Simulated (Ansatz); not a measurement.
What DFT gives for CdRh

```yaml
crystal:
  lattice:
    - [2.69014, 4.65946, 0.00000]
    - [-2.69014, 4.65946, 0.00000]
    - [0.00000, 0.00000, 4.19582]
  atoms:
    - { symbol: Rh, position: [0.50000, 0.50000, 0.00000] }
    - { symbol: Rh, position: [0.50000, 0.00000, 0.00000] }
    - { symbol: Rh, position: [0.00000, 0.50000, 0.00000] }
    - { symbol: Cd, position: [0.33330, 0.33340, 0.50000] }
    - { symbol: Cd, position: [0.66660, 0.66670, 0.50000] }
    - { symbol: Cd, position: [0.00000, 0.00000, 0.00000] }
```

The numbers come from plane-wave PAW DFT (Ansatz): r2SCAN, no spin polarisation, 500 eV, 7×7×8 Γ-centred k points, fermi-dirac occupations (width 0.1 eV). Nothing was relaxed.

(1) Is it stable against the elements?

(2) Is there a gap?

(3) Give the Bader charges.

(4) Is the cell too large or too small?

(5) What do density and ELF say about some of the short contacts?

Origin: a known structure type with other elements, at an estimated volume, so it need not be a known compound. Caveats: atoms or cell far from equilibrium.

## Answers

(1) 0.10 eV an atom against the elements' usual phases (free molecules for gases, crystals otherwise, with no correction for O₂ or N₂), so at this geometry it isn't bound against them. Relaxing would lower it.

(2) It is a metal, with about 4.5 states/eV a cell as the mean within 0.25 eV of the Fermi level, mostly Rh d (86 %).

(3) Bader charges in e: Cd +0.40 to +0.43, Rh -0.41. In the mean Cd gives up most and Rh takes most.

(4) The pressure is 15.4 GPa (compression positive), so with the atoms held at these fractions the cell would first expand. The principal stresses 10.7, 10.7, 24.8 GPa differ, so its shape would change too.

(5) Rh–Cd at 2.61 Å: least valence density 0.38 e/Å³ and ELF 0.21 there. Rh–Rh at 2.69 Å: least valence density 0.38 e/Å³ and ELF 0.27 there. These are pseudo-fields; inside the PAW spheres they differ from the all-electron ones.
